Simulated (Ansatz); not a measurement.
A geometry of GaNi away from equilibrium: step 9 of the relaxation of a generated cell, GaNi built in the AFLOW prototype AB_hP8_186_ab_ab (B5, as in SiC). These are PBEsol (plane waves to 420 eV, PAW, scalar-relativistic; Ansatz, a program for electronic structure) values and carry that method's errors. Γ-centred k-mesh 12×12×3 on the run's cell (coarser than for final values), Fermi–Dirac smearing 0.05 eV.

```
GaNi
1.0
    3.63460     0.00000     0.00000
   -1.81730     3.14766     0.00000
    0.00000     0.00000    12.04305
Ga Ni
4 4
Direct
  0.00000   0.00000   0.99975
  0.00000   0.00000   0.49975
  0.66667   0.33333   0.74869
  0.33333   0.66667   0.24869
  0.00000   0.00000   0.81425
  0.00000   0.00000   0.31425
  0.66667   0.33333   0.56294
  0.33333   0.66667   0.06294
```
Spin-polarised start, with parallel moments on Ni.

Q: Which atoms carry the largest force, and which way does it point?

A: 0.01 eV/Å, on Ni5, Ni6 (atoms numbered as listed); on Ni6 its components are (0.00, 0.00, -0.01).

Q: What is the pressure?

A: +6.1 GPa, compression positive.

Q: How much energy per atom can still be gained by relaxing?

A: 0.53 eV/atom; the path ends in P6₃mc (No. 186).

No spin polarisation in the result: the starting moments vanished. A magnetic state may lie lower.

The run could not lose the symmetry of its start: the end is stationary, and may be a saddle point rather than a minimum.

The end of the path is a generated cell of GaNi: the first start was made by placing the elements on the sites of a structure type, and the end was not matched to a known phase here, so it may be hypothetical.
